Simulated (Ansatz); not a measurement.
# One relaxed cell of LaInO3 at several levels

A database entry relaxed whole under r2SCAN at zero pressure (Pnma, No. 62):

```
La In O
1.0
     5.95033    0.00000    0.00000
     0.00000    8.25012    0.00000
     0.00000    0.00000    5.73536
La In O
4 4 12
Direct
  0.94664 0.25000 0.01542
  0.55336 0.75000 0.51542
  0.44664 0.25000 0.48458
  0.05336 0.75000 0.98458
  0.00000 0.00000 0.50000
  0.50000 0.00000 0.00000
  0.50000 0.50000 0.00000
  0.00000 0.50000 0.50000
  0.04492 0.25000 0.61302
  0.45508 0.75000 0.11302
  0.54492 0.25000 0.88698
  0.95508 0.75000 0.38698
  0.19827 0.05974 0.19597
  0.30173 0.94026 0.69597
  0.69827 0.44026 0.30403
  0.80173 0.55974 0.80403
  0.80173 0.94026 0.80403
  0.69827 0.05974 0.30403
  0.30173 0.55974 0.69597
  0.19827 0.44026 0.19597
```

Its volume is 14.08 Å³ an atom, +0.8 % against the entry's 13.97, a measured cell (2003, 295 K).

Single points on this cell with plane-wave PAW DFT (Ansatz 0.2.0; r2SCAN 500 eV, hybrids 420 eV; fermi-dirac occupations of width 0.020 eV; no moments): r2SCAN on a 6×4×6 Γ-centred mesh; r2SCAN with spin-orbit coupling on a 2×2×2 Γ-centred mesh; HSE06 on a 4×2×4 Γ-centred mesh; PBE0 on a 4×2×4 Γ-centred mesh.

Q: What does each level give for gap and charges?

A: The runs give:

| level | gap (eV), or kind | pressure (GPa) | Bader charge of La (e) | Bader charge of In (e) | Bader charge of O (e) |
| --- | --- | --- | --- | --- | --- |
| r2SCAN | 3.50 | 0.0 | +2.15 | +1.94 | -1.36 |
| r2SCAN with spin-orbit coupling | 3.49 | 0.0 | +2.15 | +1.93 | -1.36 |
| HSE06 | 4.30 | -1.1 | +2.20 | +1.94 | -1.38 |
| PBE0 | 5.02 | -1.1 | +2.20 | +1.94 | -1.38 |

Under r2SCAN the gap is 3.50 eV, over mesh and band path. HSE06 moves it by +0.81 eV and PBE0 by +1.53 eV; PBE0 keeps its exact exchange at long range, which widens the gap over HSE06's by 0.72 eV on their common mesh. Spin-orbit coupling moves the r2SCAN gap by -0.01 eV. The charge on La goes from +2.15 to +2.20 e under HSE06.

Caveats: the relaxation kept the start's symmetry; HSE06 is read on its mesh and at the zone's corners, PBE0 on its mesh alone; hybrid pressures are good to a few tenths of a GPa; pressure is positive in compression.
